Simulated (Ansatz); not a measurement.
This run works on a generated trial structure, not on a known crystal.

Input and command of a plane-wave DFT calculation in Ansatz:

```yaml
crystal:
  lattice:
    - [6.0857694, 0.0, 0.0]
    - [-3.0428847, 5.2704309, 0.0]
    - [0.0, 0.0, 4.27288746]
  atoms:
    - { symbol: Zn, position: [0.5, 0.0, 0.0] }
    - { symbol: Zn, position: [0.0, 0.5, 0.0] }
    - { symbol: Zn, position: [0.5, 0.5, 0.0] }
    - { symbol: Zn, position: [0.0, 0.0, 0.5] }
    - { symbol: Se, position: [0.0, 0.0, 0.0] }
    - { symbol: O, position: [0.5, 0.0, 0.5] }
    - { symbol: O, position: [0.0, 0.5, 0.5] }
    - { symbol: O, position: [0.5, 0.5, 0.5] }
basis:
  ecutwfc: 420
kpoints:
  mp_grid: { grid: [2, 2, 3] }
hamiltonian:
  xc: pbe
scf:
  occupations: { method: gaussian, width: 0.15 }
  lower_state_search: "off"
output:
  forces: true
  stress: true
  eigenvalues: true
relax:
  adjacent_minimum: "off"
  f_tol: 0.08
  max_steps: 16
  cell: { stress_tol: 0.8 }
```

```bash
ansatz run input.yaml --threads 1 --pin off --max-ram 2560MiB --backend cpu --events-out ev --progress --plain --runs-dir out
```

Processor: Intel(R) Xeon(R) Processor @ 2.50GHz (Skylake/Cascade Lake), 1 thread, on a host shared with other jobs.

Task: How long does it run, and how much memory does it take?

Result: About 65 s, peak memory 0.43 GiB. It solves 50 bands at 4 k points (after reduction by symmetry) with about 2833 plane waves (on the last cell), in 95 SCF iterations over 12 ionic steps.
